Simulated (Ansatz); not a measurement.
Relaxed-ion elastic tensor of PtSe₂ (CdI2 type, P-3m1) in GPa (Voigt order), plane-wave PAW PBE+D3(BJ) (Ansatz code); density 9.87 g/cm³, 19.80 Å³ per atom.

```
  190   61.2   42.8  -24.3    0.0    0.0
 61.2    190   42.8   24.3    0.0    0.0
 42.8   42.8   63.1    0.0    0.0    0.0
-24.3   24.3    0.0   44.1    0.0    0.0
  0.0    0.0    0.0    0.0   44.1  -24.3
  0.0    0.0    0.0    0.0  -24.3   64.5
```

### Question
Is the crystal mechanically stable?

### Answer
Yes: the smallest eigenvalue of C is 27.9 GPa.

### Question
Work out the Voigt, Reuss and Hill averages.

### Answer
K_V = 81.9, K_R = 59.1, K_H = 70.5; G_V = 50.3, G_R = 36.6, G_H = 43.5 GPa.

### Question
Give Young's modulus, Poisson's ratio, Pugh's ratio and the universal anisotropy index.

### Answer
E = 9KG/(3K + G) = 108 GPa; ν = 0.24; K/G = 1.62 (brittle by the Pugh limit of 1.75); A_U = 5G_V/G_R + K_V/K_R − 6 = 2.27.

### Question
Estimate the sound speeds and the Debye temperature.

### Answer
v_l = √((K + 4G/3)/ρ) = 3610 m/s, v_t = √(G/ρ) = 2100 m/s, mean 2330 m/s; Θ = (h/k)(3n/4πV)^(1/3) v_m = 256 K.

### Question
Solve the Christoffel equation for the three sound speeds along x, y, z.

### Answer
Eigenvalues of C_ijkl n_j n_l equal ρv². In km/s, slowest first: x 1.68, 2.86, 4.39; y 2.02, 2.56, 4.44; z 2.11, 2.11, 2.53.

### Question
How much does each axis shrink under pressure?

### Answer
Linear compressibilities β_i = Σ_j S_ij (j = 1 to 3): x 1.7, y 1.7, z 14 per TPa.

Symmetry was held in the PBE+D3(BJ) relaxation; of distortions, only those at the zone centre were tested. The run is not spin-polarised. As this level gives no gap, shear constants depend on the k-mesh and smearing (Fermi–Dirac, 0.1 eV here). Spin–orbit coupling is left out wherever it is not named.

Potentials: the later of the program's two PAW sets.
